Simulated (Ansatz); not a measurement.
Pt (fcc, Cu type)

```
CELL_PARAMETERS angstrom
      0.00000     1.98504     1.98504
      1.98504     0.00000     1.98504
      1.98504     1.98504     0.00000
ATOMIC_POSITIONS crystal
  Pt 0.00000 0.00000 0.00000
```

The volume is varied about the relaxed value V₀ at fixed cell shape. Symmetry pins the atoms to their sites.

The numbers are results of PBE (plane waves to 420 eV, PAW, scalar-relativistic; Ansatz, an electronic-structure program), not measurements. k mesh 20×20×20 (Γ-centred), Fermi-Dirac smearing 0.05 eV. E stands for the smeared free energy. Stress and pressure are positive under compression. Pt is run without spin polarisation. Pt was relaxed with its symmetry unable to fall. Spin-orbit coupling is left out, though Pt is heavy. The PAW data are Ansatz's earlier set. The zero of ΔE is the relaxed starting cell.

```json
[
 {"a (Å)": "3.8331", "ΔE (kJ/mol of atoms)": "14.7", "P (GPa)": "34.8"},
 {"a (Å)": "3.8566", "ΔE (kJ/mol of atoms)": "9.8", "P (GPa)": "27.3"},
 {"a (Å)": "3.8798", "ΔE (kJ/mol of atoms)": "6.0", "P (GPa)": "20.7"},
 {"a (Å)": "3.9028", "ΔE (kJ/mol of atoms)": "3.3", "P (GPa)": "14.6"},
 {"a (Å)": "3.9255", "ΔE (kJ/mol of atoms)": "1.4", "P (GPa)": "9.2"},
 {"a (Å)": "3.9479", "ΔE (kJ/mol of atoms)": "0.3", "P (GPa)": "4.4"},
 {"a (Å)": "3.9701", "ΔE (kJ/mol of atoms)": "0.0", "P (GPa)": "0.0"},
 {"a (Å)": "3.9920", "ΔE (kJ/mol of atoms)": "0.3", "P (GPa)": "-3.9"},
 {"a (Å)": "4.0137", "ΔE (kJ/mol of atoms)": "1.2", "P (GPa)": "-7.4"},
 {"a (Å)": "4.0352", "ΔE (kJ/mol of atoms)": "2.6", "P (GPa)": "-10.6"},
 {"a (Å)": "4.0564", "ΔE (kJ/mol of atoms)": "4.5", "P (GPa)": "-13.4"},
 {"a (Å)": "4.0774", "ΔE (kJ/mol of atoms)": "6.8", "P (GPa)": "-15.9"},
 {"a (Å)": "4.0982", "ΔE (kJ/mol of atoms)": "9.5", "P (GPa)": "-18.2"}
]
```

What the scan shows:

```yaml
pressure_at_the_smallest_volume: 34.8 GPa
energy_cost_of_the_largest_compression: 152 meV/atom
energy_cost_of_the_largest_expansion: 98 meV/atom
Bulk modulus B₀ (third-order Birch-Murnaghan fit): 248 GPa
Pressure derivative B₀′ (fit): 5.5
equilibrium_volume_of_the_fit: 15.64 Å³/atom
Pressure for 5 % compression (fit): 14.6 GPa
```

The 13 points together took around 50 core-seconds (rough).

(Under strain, the slope of the energy per volume gives the stress and its curvature an elastic modulus.)
